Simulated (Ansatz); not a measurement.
# Dy2H: rattling a relaxed structure

It was reached by relaxing an invented guess, and it needn't be the stable form of this composition.

Computed with DFT PBE, scalar-relativistic, plane waves, PAW, and for the lanthanide a 4f-in-core norm-conserving potential, in Ansatz 0.2.0. Plane waves to 630 eV, a k mesh through Γ of 10×10×8 on the computed 3-atom cell and Gaussian smearing (0.10 eV); no spin polarisation.

The cell below (3 atoms, space group P-4m2 (No. 115)) is relaxed within its symmetry.

```
CELL_PARAMETERS angstrom
3.61593 0.00000 0.00000
0.00000 3.61593 0.00000
0.00000 0.00000 5.21727
ATOMIC_POSITIONS crystal
Dy 0.00000 0.50000 0.76496
Dy 0.50000 0.00000 0.23504
H 0.00000 0.00000 0.00000
```

For the test a repeat of it with 6 atoms (edges 3.62, 3.62, 10.43 Å) was strained at random (σ = 1.5 % a component), the atoms were moved at random (σ = 0.15 Å), and all was relaxed again on a coarse 6×6×2 mesh (in the run’s order of axes) with 0.20 eV smearing, with no symmetry imposed.

Problem. What happens?

Solution. It returns, within 1 meV/atom of the unmoved cell on that mesh and with the same symmetry when read at 0.1 Å (C2 at 0.01 Å, so small strains and shifts remain). So it is stable against the distortions that fit this cell and that this random move excites. Modes that don't fit the cell aren't tested.

The lanthanide is trivalent by construction, without f bands, f moments or other valences.
